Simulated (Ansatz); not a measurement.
The cell below belongs to a search over invented structures; it isn't taken from experiment.

Input and command of a plane-wave DFT calculation in Ansatz:

```yaml
crystal:
  lattice:
    - [4.8947160819, 0.0, 0.0]
    - [-2.447358041, 4.2389484713, 0.0]
    - [0.0, 0.0, 4.9759964685]
  atoms:
    - { symbol: Ga, position: [0.3333333333, 0.6666666667, 0.0] }
    - { symbol: Ga, position: [0.6666666667, 0.3333333333, 0.0] }
    - { symbol: Ga, position: [0.0, 0.0, 0.0] }
    - { symbol: As, position: [0.0, 0.0, 0.5] }
basis:
  ecutwfc: 420
kpoints:
  mp_grid: { grid: [12, 12, 10] }
hamiltonian:
  xc: pbe
scf:
  occupations: { method: gaussian, width: 0.1 }
output:
  forces: true
  stress: true
  eigenvalues: true
relax:
  adjacent_minimum: "off"
  f_tol: 0.01
  max_steps: 80
  cell: { stress_tol: 0.05 }
```

```bash
ansatz run input.yaml --threads 1 --pin off --max-ram 2560MiB --backend cpu --events-out ev --progress --plain --runs-dir out
```

Processor: Intel(R) Xeon(R) Platinum 8259CL CPU @ 2.50GHz (Skylake/Cascade Lake), 1 thread, on a host shared with other jobs.

Question: How long does it run, and how much memory does it take?

Answer: About 74 s, peak memory 0.65 GiB. It solves 33 bands at 114 k points (after reduction by symmetry) with about 2027 plane waves (on the last cell), in 20 SCF iterations over 4 ionic steps.
